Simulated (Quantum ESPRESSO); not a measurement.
# Strain and stress in InSiGeP3S

These are calculations, not measurements. They come from pw.x of Quantum ESPRESSO 7.5, a plane-wave density functional program, with PseudoDojo standard norm-conserving files (v0.5 for PBE, v0.4.1 for LDA and PBEsol). The cells are made up: elements, strain and atom displacements were drawn at random, and nothing was relaxed. There is no spin polarisation, spin-orbit coupling or dispersion term.

The cell has 8 sites of a zincblende or diamond lattice. Sites 1 to 4 hold In empty Si Ge; sites 5 to 8 hold P P S P. Cell vectors in Å: (5.460, 0.000, 0.000); (0.000, 5.460, 0.000); (0.000, 0.000, 5.460). Settings: PBE, cutoff 1061 eV, 6 x 6 x 6 k mesh shifted by half a step, Fermi-Dirac smearing of 0.1 eV.

Each run adds the same linear strain along x, y and z to one cell, with the atoms carried along; the vectors above are those of run 5. Stress is positive in tension and P is minus a third of its trace. E is the free energy for each atom above the lowest run shown.

```
run  strain (%)  s_xx (GPa)  s_yy (GPa)  s_zz (GPa)  s_xy (GPa)  P (GPa)  E (meV/atom)
  1       -2.38       -9.03       -6.49       -6.24        2.68     7.25         39.73
  2       -2.16       -8.40       -5.91       -5.66        2.61     6.66         33.17
  3       -1.71       -7.18       -4.77       -4.53        2.47     5.49         21.44
  4       -1.45       -6.50       -4.15       -3.91        2.39     4.85         15.59
  5       -0.72       -4.74       -2.52       -2.30        2.19     3.19          2.91
  7        2.45        1.13        2.79        2.99        1.45    -2.30          0.00
  6        1.65           ?           ?           ?           ?        ?             ?
```

A rerun of one of these cells at 1347 eV and k mesh 8 x 8 x 8 moved values by no more than 0.002 eV in the cell's energy, 0.02 GPa in stress and 0.004 eV/Å in force.

## Worked fit

A parabola through the six runs shown gives P = 1.67 - 1.99 e + 0.150 e² GPa, with e in per cent and a scatter of 0.02 GPa. A linear strain of 1 % changes the volume by about 3 %, so the bulk modulus of this cell with clamped atoms is about 66 ± 2 GPa at e = 0. The error is the larger of the fit's own and the change that a cubic makes, rounded up.

## Withheld run

Question: what P should run 6 give?

The fit gives -1.21 GPa. The calculation gave -1.15 GPa.

```
run,strain (%),s_xx (GPa),s_yy (GPa),s_zz (GPa),s_xy (GPa),P (GPa),E (meV/atom)
6,1.65,-0.11,1.69,1.89,1.62,-1.15,-6.44
```